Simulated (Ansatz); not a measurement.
Relaxed-ion elastic tensor of Rh (fcc (Cu type), space group No. 225) in GPa (Voigt order), PBE (plane waves, PAW; program Ansatz); density 12.17 g/cm³, 14.05 Å³ per atom.

```
409  181  181  0.0  0.0  0.0
181  409  181  0.0  0.0  0.0
181  181  409  0.0  0.0  0.0
0.0  0.0  0.0  183  0.0  0.0
0.0  0.0  0.0  0.0  183  0.0
0.0  0.0  0.0  0.0  0.0  183
```

### Question
Is the crystal mechanically stable?

### Answer
Yes: the smallest eigenvalue of C is 183 GPa.

### Question
Work out the Voigt, Reuss and Hill averages.

### Answer
K_V = 257, K_R = 257, K_H = 257; G_V = 156, G_R = 148, G_H = 152 GPa.

### Question
Give Young's modulus, Poisson's ratio, Pugh's ratio and the universal anisotropy index.

### Answer
E = 9KG/(3K + G) = 380 GPa; ν = 0.25; K/G = 1.69 (near the Pugh limit of 1.75, no verdict); A_U = 5G_V/G_R + K_V/K_R − 6 = 0.27.

### Question
Estimate the sound speeds and the Debye temperature.

### Answer
v_l = √((K + 4G/3)/ρ) = 6140 m/s, v_t = √(G/ρ) = 3530 m/s, mean 3920 m/s; Θ = (h/k)(3n/4πV)^(1/3) v_m = 484 K.

### Question
Give the Zener ratio and Young's modulus along [100], [110] and [111].

### Answer
A = 2C44/(C11 − C12) = 1.61; 1/E = S11 − 2(S11 − S12 − S44/2)Γ with Γ = 0, 1/4, 1/3 gives 299, 396, 445 GPa.

Space group Fm-3m (fcc (Cu type)). The PBE relaxation kept the symmetry of its start. The run is not spin-polarised. As this level gives no gap, shear constants depend on the k-mesh and smearing (Fermi–Dirac, 0.1 eV here). On the denser mesh and wider smearing of the elastic run this cell carries a stress of 0.4 GPa.

Potentials: the earlier of the program's two PAW sets.
